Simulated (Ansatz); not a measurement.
BeSe (zinc blende, F-43m) at seven volumes, plane-wave PAW PBEsol (Ansatz code), scaled uniformly. One row is withheld.

```csv
V (Å³/atom),P (GPa)
15.344,?
15.850,5.55
16.356,2.58
16.862,0.01
17.368,-2.21
17.874,-4.13
18.379,-5.79
```

### Question
Fit the shown pressures and predict the withheld one.

### Answer
Third-order Birch–Murnaghan: P = (3/2)B₀(x^(7/2) − x^(5/2))[1 + (3/4)(B′ − 4)(x − 1)] with x = (V₀/V)^(2/3). Least squares on the six rows gives V₀ = 16.864 Å³/atom, B₀ = 79.43 GPa, B′ = 3.85. At V = 15.344, x = 1.0650 and P = 9.00 GPa. The run itself gave 9.01 GPa.

The PBEsol relaxation kept the symmetry of its start.

Potentials: the earlier of the program's two PAW sets. The files were generated under PBE; for other functionals the program regenerates the frozen cores, and for LDA and PBEsol the local potential too.
